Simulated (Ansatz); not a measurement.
BiPd: stiffness from a series of strains

```yaml
crystal:
  lattice:
    - [4.23000, 0.00000, 0.00000]
    - [-2.11500, 3.66329, 0.00000]
    - [0.00000, 0.00000, 5.69000]
  atoms:
    - { symbol: Bi, position: [0.33333, 0.66667, 0.25000] }
    - { symbol: Bi, position: [0.66667, 0.33333, 0.75000] }
    - { symbol: Pd, position: [0.00000, 0.00000, 0.00000] }
    - { symbol: Pd, position: [0.00000, 0.00000, 0.50000] }
```

Atoms are numbered in the order listed.

The cell is COD entry 9004224, as deposited and not checked against the literature; nothing was relaxed.

Spin polarisation is left out, and whether a magnetic state lies lower isn't shown here.

No spin–orbit coupling, which matters for the heavy atoms here.

Computed with DFT, PBEsol, all-electron LAPW, scalar-relativistic (Ansatz 0.2.0).

Numerical set-up: a Γ-centred 9×9×6 k mesh, Fermi–Dirac smearing of 0.03 eV, basis error target 0.5 meV/atom, no spin polarisation.

The strain is applied along the Cartesian axes of the cell as listed (the other components stay zero). Fractional coordinates are held (clamped ions).

σ is the change of stress from the unstrained cell, which is at 0.20 GPa; tension is positive, so slopes are stress–strain coefficients at that pressure. In a metal the k mesh adds noise.

Only quantities that a quadratic follows smoothly over the whole series are listed; rougher ones are left out.

```
    εzz  σzz (GPa)  σxx (GPa)
-0.0200      -2.85      -1.91
-0.0100      -1.32      -0.94
 0.0000       0.00       0.00
 0.0200       2.54       1.65
```

Problem. Fit the series and read off the stiffness at zero strain.

Solution. Least-squares fits y = p0 + p1 x + p2 x² to the rows give σzz (GPa): p1 = 134, p2 = -450; σxx (GPa): p1 = 89.1, p2 = -310. So C33 = 134 GPa and C13 = 89 GPa, for these axes.

Problem. One run, at εzz = 0.0100, is withheld. Predict its row.

Solution. The fits give 1.33, 0.85; the run gave 1.28, 0.87.
